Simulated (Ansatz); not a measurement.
A scan (energy against volume; even scaling of the relaxed cell, symmetry kept) gave these values. All values below come from PBE (plane waves to 420 eV, PAW, scalar-relativistic; Ansatz, a first-principles code).

The bulk modulus B₀ (third-order Birch-Murnaghan fit) is 46.5 GPa and the pressure derivative B₀′ (fit) is 4.4. The equilibrium volume of the fit is 30.04 Å³/atom.

### Question
Of these crystals, all scanned alike, which one is it?
A) VN (rock salt)
B) TiC (rock salt)
C) Ni (fcc, Cu type)
D) PbSe (rock salt)

### Answer
D, PbSe (rock salt). The others have, for the bulk modulus: Ni 198 GPa, TiC 250 GPa, VN 314 GPa

All were relaxed with their symmetry unable to fall. Relaxed Ni ends ferromagnetic. Spin-orbit coupling is left out. TiC is run without spin polarisation. VN is run without spin polarisation. The magnetic order is the one the run started from; other orders were not tried. (This holds for the magnetic or f-shell members.)

(Under strain, the slope of the energy per volume gives the stress and its curvature an elastic modulus.)
